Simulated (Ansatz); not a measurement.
TiTe₂ (CdI2 type)

```yaml
crystal:
  lattice:
    - [3.69732, 0.00000, 0.00000]
    - [-1.84866, 3.20197, 0.00000]
    - [0.00000, 0.00000, 6.38398]
  atoms:
    - { symbol: Ti, position: [0.00000, 0.00000, 0.00000] }
    - { symbol: Te, position: [0.33333, 0.66667, 0.27110] }
    - { symbol: Te, position: [0.66667, 0.33333, 0.72890] }
```

The slice is a (0001) plane (indices of the conventional cell) through the point (0.333, 0.667, 0.271) (fractional), spanned by u = [110] and v = [1 -1 0] in vectors of this cell: u (3.70 Å) and v (6.40 Å, at 90° to u). It covers one period; positions are fractions (u, v).

Calculation: PBE-D3(BJ) (plane waves to 420 eV, PAW, scalar-relativistic; Ansatz, a quantum-chemistry and plane-wave program). k mesh 15×15×8. Near the nuclei the fields are pseudised (PAW); where an atom keeps semicore shells as valence, they peak there. Spin-orbit coupling is left out, though Te is heavy. TiTe2 is run without spin polarisation. TiTe2 was relaxed with its symmetry unable to fall.

Task: Predict the map of the valence electron density on the slice.

Result: 
```
|@@%*=-:...:-=*%@|
|%%*+-:.. ..:-+*%|
|**+=-:.   .:-=+*|
|==--:.     .:--=|
|---:..     ..:--|
|:::...     ...::|
|................|
|......:::::.....|
| ...:::---:::...|
| ..::--===--::..|
|...:-=+***+=-:..|
|..:-=+*%%%*+=-:.|
|..:-=*%@@@%*=-:.|
|..:-=*%@@@%*=-:.|
|..:-=*%@@@%*=-:.|
| ..:-+*%%%*+-:..|
|  .:-=+***+=-:. |
|   .:--===--:.  |
|   ..:-----:..  |
|   ...:::::...  |
|................|
|:::...........::|
|--:::... ...:::-|
|==--::.. ..::--=|
|**+=-:.....:-=+*|
|%%*+=-:...:-=+*%|
|@@%*=-:...:-=*%@|
|@@%*=-:...:-=*%@|
```
Scale: ten equal steps from -1.25 (start of ' ') to 1.24 (end of '@'), in the order ' .:-=+*#%@'. Values: log₁₀ of the valence density in e/Å³. The map has 16 points along u (one character each, u = 0 at the left) and 28 along v (v = 0 in the bottom row). The scale is logarithmic, as a density can span decades between atoms and voids.
